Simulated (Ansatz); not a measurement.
## From barrier to diffusion: Au in Si

Theory: DFT LDA, scalar-relativistic, plane waves, PAW (Ansatz 0.2.0). (420 eV cutoff, 3×3×3 k-mesh, Gaussian smearing of 0.02 eV, no spin polarisation)

Host crystal, relaxed:

```
CELL_PARAMETERS angstrom
0.00000 2.70097 2.70097
2.70097 0.00000 2.70097
2.70097 2.70097 0.00000
ATOMIC_POSITIONS crystal
Si 0.75000 0.75000 0.75000
Si 0.50000 0.50000 0.50000
```

In a supercell of 16 host sites with charge +1, interstitial Au hops to an equivalent place, moving 1.91 Å. Climbing-image nudged elastic band at fixed cell; the order of the saddle wasn't checked, and the small cell leaves errors of about a tenth of an eV.

Spin-orbit coupling is left out, which matters for the bands and energies of heavy elements.

```csv
image,path (Å),E − E(0) (eV)
0,0.00,0.000
1,0.65,0.100
2,1.31,0.300
3,1.96,0.100
4,2.62,0.000
```

Q: What are the barriers forward and back, and what attempt frequency does the shape suggest?

A: Forward 0.30 eV, back 0.30 eV, the ends being level. For a sinusoidal profile E_b sin²(πx/l), with the Au atom alone moving, ν = (1/l)√(E_b/2m) = 1.4×10¹² s⁻¹, within an order of magnitude of the customary 10¹³ s⁻¹; a true prefactor needs the vibrations at the minimum and at the saddle.

Q: With ν = 10¹³ s⁻¹, give the forward jump rate along this one path, the wait 1/k for that jump, the diffusivity D ≈ l²k and the distance √(Dt) covered in an hour at 300, 600 and 1000 K, taking the host as solid throughout.

A: k = ν exp(−E_b/k_BT):
```
T (K) k (1/s) wait (s) D (cm²/s)  √(Dt) in 1 h (nm)
  300   9.1×10⁷   1.1×10⁻⁸   3.3×10⁻⁸            1.1×10⁵
  600  3.0×10¹⁰  3.3×10⁻¹¹   1.1×10⁻⁵            2.0×10⁶
 1000  3.1×10¹¹  3.2×10⁻¹²   1.1×10⁻⁴            6.3×10⁶
```

D = l²k holds for six equivalent jumps in three dimensions (z l²k/6) and is a scale otherwise. Long-range transport needs a connected net of such jumps, and traps slow it. D is that of an interstitial already there. An error of 0.1 eV in the barrier changes k by a factor of 48 at 300 K and 3.2 at 1000 K.

Cost: 1 run of about 6.9 core-minutes, on Arm Neoverse V2 (shared hosts).